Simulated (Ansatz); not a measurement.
Here is the system:

Ga$_{2}$BiAs:
```
CELL_PARAMETERS angstrom
      2.12470     1.22669     6.97006
     -2.12470     1.22669     6.97006
      0.00000    -2.45339     6.97006
ATOMIC_POSITIONS crystal
  Ga 0.88246 0.88246 0.88246
  Ga 0.36825 0.36825 0.36825
  Bi 0.49939 0.49939 0.49939
  As 0.99991 0.99991 0.99991
```

This is the r²SCAN-relaxed structure.

All from plane-wave PAW r²SCAN (Ansatz code), unless another level is named. Estimate the electronic character.

metallic (no gap).

And the density of states at the Fermi level?

0.05 states/eV per atom (mean over ±0.08 eV).

Space group R3m. The workflow started from a Materials Project entry (that database holds measured and hypothetical structures alike); the Crystallography Open Database copy checked does not list it. Whether it is the stable phase at ambient conditions was not checked. The r²SCAN relaxation kept the symmetry of its start; its stability against distortions is not shown here. A small band overlap can be real or an error of a semilocal functional. Scalar-relativistic: spin–orbit coupling is off unless named, which matters more the heavier the elements.

Potentials: the later of the program's two PAW sets.
